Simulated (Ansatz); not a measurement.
AlSiCN in space group P3m1 (No. 156; Al on 1b, Si on 1c, C on 1b, N on 1c) at seven volumes, LDA in the plane-wave PAW code Ansatz, shape and atoms relaxed at each. One row is withheld.

```
V (Å³/atom)  P (GPa)
-----------  -------
9.278          24.62
9.584              ?
9.890           7.04
10.196          0.00
10.502         -6.08
10.808        -11.32
11.114        -15.84
```

### Question
Fit the shown pressures and predict the withheld one.

### Answer
Third-order Birch–Murnaghan: P = (3/2)B₀(x^(7/2) − x^(5/2))[1 + (3/4)(B′ − 4)(x − 1)] with x = (V₀/V)^(2/3). Least squares on the six rows gives V₀ = 10.196 Å³/atom, B₀ = 217.3 GPa, B′ = 3.88. At V = 9.584, x = 1.0421 and P = 15.17 GPa. The run itself gave 15.18 GPa.

The workflow started from a Materials Project entry (that database holds measured and hypothetical structures alike); the Crystallography Open Database copy checked does not list it. Whether it is the stable phase at ambient conditions was not checked. The cell was relaxed with LDA under the symmetry of its start; its stability against distortions is not shown here.

Potentials: the later of the program's two PAW sets.
